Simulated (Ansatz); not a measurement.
PtS2 (CdI2 type)

```
CELL_PARAMETERS angstrom
      7.11862     0.00000     0.00000
     -1.77966     3.08245     0.00000
      0.00000     0.00000     4.38472
ATOMIC_POSITIONS crystal
  Pt 0.00000 0.00000 0.00000
  Pt 0.50000 0.00000 0.00000
  S  0.33333 0.33333 0.27118
  S  0.83333 0.33333 0.27118
  S  0.16667 0.66667 0.72882
  S  0.66667 0.66667 0.72882
```

In each cell atom 6 (S, nearest neighbour Pt at 2.374 Å; its periodic images, 3.6 Å or more away, move with it) moves by s·(0.750, 0.433, 0.501) (towards the nearest neighbour), the rest being held.

These are PBEsol-D3(BJ) (plane waves to 420 eV, PAW, scalar-relativistic; Ansatz, a first-principles code) values and carry that method's errors. k mesh 6×12×9 (Γ-centred), Fermi-Dirac smearing 0.05 eV. E stands for the smeared free energy. With partly filled bands, energies and forces of such displacements shift with the k mesh and the smearing. PtS2 is run without spin polarisation. PtS2 was relaxed with its symmetry unable to fall. Spin-orbit coupling is left out, though Pt is heavy. The zero of ΔE is the undisplaced structure. The last digit holds for this mesh only.

| s (Å) | ΔE (meV/cell) |
|---|---|
| -0.240 | 243.4 |
| -0.192 | 165.3 |
| -0.144 | 98.6 |
| -0.096 | 46.5 |
| -0.048 | 12.3 |
| 0.000 | 0.0 |
| 0.048 | 13.8 |
| 0.096 | 58.7 |
| 0.144 | 140.6 |
| 0.192 | 266.4 |
| 0.240 | 444.4 |

**Question.** What force constant k = d²E/ds² at s = 0 does the table give?

**Answer.** 11 eV/Å². It is the second difference of the nearest points, corrected with the next pair.

**Question.** With k = 11.31 eV/Å² from the forces, is the well harmonic out to s = 0.240 Å?

**Answer.** ½ks² = 326 meV/cell against the computed 444 meV/cell, so the well is stiffer than harmonic there.

(A displaced cell: forces are minus the slopes of the energy, force constants its curvatures, and phonons follow from these.)
